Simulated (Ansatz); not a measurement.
A geometry of SnO$_{2}$ away from equilibrium: step 2 of the relaxation of a relaxed SnO2 cell shaken by Gaussian noise of σ = 0.08 Å a coordinate. The numbers are results of r2SCAN (plane waves to 500 eV, PAW, scalar-relativistic; Ansatz, a quantum-chemistry and plane-wave program), not measurements. Γ-centred k-mesh 4×4×4 on the run's cell (coarser than for final values), Fermi–Dirac smearing 0.05 eV.

```xyz
12
Lattice="4.7878 -0.0013 -0.0008 -0.0016 5.7222 0.0027 -0.0009 0.0025 5.2137" Properties=species:S:1:pos:R:3:forces:R:3 pbc="T T T" free_energy=-28704.212 pressure_GPa=1.6
Sn     0.0066     3.7766     1.2934    0.7998   -0.5963    0.2399
Sn     2.3759     4.7987     3.8293    0.7275   -0.6091    1.6075
Sn     2.4492     0.8923     1.1865    0.7594    0.5472    3.0704
Sn     0.0701     1.9646     3.8379   -0.6251   -1.4674    1.6215
O      3.7307     2.1884     0.3649    0.4109    0.4155    0.0409
O      3.5071     0.6238     3.0679   -0.3198    0.2359   -0.6698
O      3.5629     5.0453     0.5051   -1.3136    0.4442   -1.5435
O      3.6982     3.4800     3.0277    0.1888   -0.0396   -0.2738
O      1.1500     3.4349     4.8136    0.2310    0.1972   -0.1605
O      1.2420     5.1160     2.2356    0.1708   -0.0142   -0.6572
O      1.3094     0.5104     4.9101   -1.3978    0.4040   -2.3715
O      1.1347     2.1818     2.1931    0.3682    0.4826   -0.9034
```

Positions in Å, forces in eV/Å, free energy of the cell in eV (comparable only within this code, potentials and settings). Largest force: 3.21 eV/Å, on Sn3 (atoms numbered as listed); the geometry lies 0.06 eV/atom above the end of its relaxation.

No spin polarisation in the result.

The first start was generated by placing the elements on the sites of a structure type. Materials Project lists a structure of SnO2 in the same space group, Pbcn (No. 60); the sites were not compared with it, nor with measured phases. Known forms of SnO2 include space group No. 136.
